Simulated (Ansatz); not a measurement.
Axial (c/a) deformation path in C

The calculation used DFT r2SCAN, scalar-relativistic, plane waves, PAW in Ansatz 0.2.0. Cutoff 500 eV, Γ-centred 12×12×12 k-points, Gaussian smearing of 0.05 eV. No spin polarisation. Energies are free energies at this smearing, counted from the undisturbed cell; pressure is positive in compression.

The starting cell (as given, not relaxed at this level; it stands at 0.2 GPa):

```xyz
2
Lattice="1.2280 0.7090 3.3470 -1.2280 0.7090 3.3470 0.0000 -1.4180 3.3470" Properties=species:S:1:pos:R:3 pbc="T T T"
C     0.0000    0.0000    1.6467
C     0.0000    0.0000    8.3943
```

The cell holds layers and no dispersion correction was added, so their binding is poorly described.

At fixed volume and fractional coordinates, lengths along (0.000, 0.000, 1.000) are scaled against those across it; ρ is that ratio over its starting value.

```
    ρ  ΔE (meV/atom)
0.800          400.5
0.850          218.1
0.920           60.3
0.960           15.5
1.000            0.0
1.050           18.4
1.100           75.0
1.200          289.7
1.300          622.9
```

**Question.** Predict the pressure (GPa) at each point.

**Answer.**
```csv
ρ,pressure (GPa)
0.800,-49.0
0.850,-38.2
0.920,-21.2
0.960,-10.7
1.000,0.2
1.050,14.3
1.100,28.9
1.200,59.1
1.300,90.3
```

Cost: 9 runs of about 0.79 core-minutes in all, on Arm Neoverse V1 (shared hosts).